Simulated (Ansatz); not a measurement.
**What a change of settings does to a run on Sb**

The geometry is COD entry 9013008, unchecked; take it as a test cell. The listed cell was then made from it by scaling, straining or moving an atom.

First run: DFT, LDA, PAW with Ansatz's default frozen-core files, scalar-relativistic (Ansatz 0.2.0).

Command: `ansatz run input.yaml --threads 1 --pin off --max-ram 2048MiB --backend cpu --events-out ev --progress --plain --runs-dir out` The run took 7.1 s on 1 thread of Arm Neoverse V2, on a shared host.

```yaml
crystal:
  lattice:
    - [3.2421143949, 0.0, 0.0]
    - [0.0, 3.2421143949, 0.0]
    - [0.0, 0.0, 3.2421143949]
  atoms:
    - { symbol: Sb, position: [0.0, 0.0, 0.0] }
kpoints:
  mp_grid: { grid: [10, 10, 10] }
scf:
  occupations: { method: fermi_dirac, width: 0.05 }
hamiltonian:
  xc: lda
  pseudopotentials: { kind: paw }
output:
  forces: true
  stress: true
  efg: { contact_densities: true }
  write_density: true
  write_potential: true
  elf: true
  volumetric_format: npy
relax:
  f_tol: 0.005
  max_steps: 80
  cell: {}
```

Result: converged; relaxed volume 28.050 Å³/atom; 29 SCF iterations in all.

No spin–orbit coupling, which matters for the heavy atoms here.

The input is then changed:

```diff
@@ -7,7 +7,7 @@
     - { symbol: Sb, position: [0.0, 0.0, 0.0] }
 kpoints:
-  mp_grid: { grid: [10, 10, 10] }
+  mp_grid: { grid: [10, 10, 10], shift: [0.5, 0.5, 0.5] }
 scf:
-  occupations: { method: fermi_dirac, width: 0.05 }
+  occupations: { method: gaussian, width: 0.3 }
 hamiltonian:
   xc: lda
@@ -17,8 +17,4 @@
   stress: true
   efg: { contact_densities: true }
-  write_density: true
-  write_potential: true
-  elf: true
-  volumetric_format: npy
 relax:
   f_tol: 0.005
```

(1) Predict the outcome of the changed run.

Answers

(1) It converged; energy at zero smearing +24.8 meV/atom from the first run; relaxed volume 28.262 Å³/atom; 28 SCF iterations in all. Some of these settings are too coarse for converged properties.
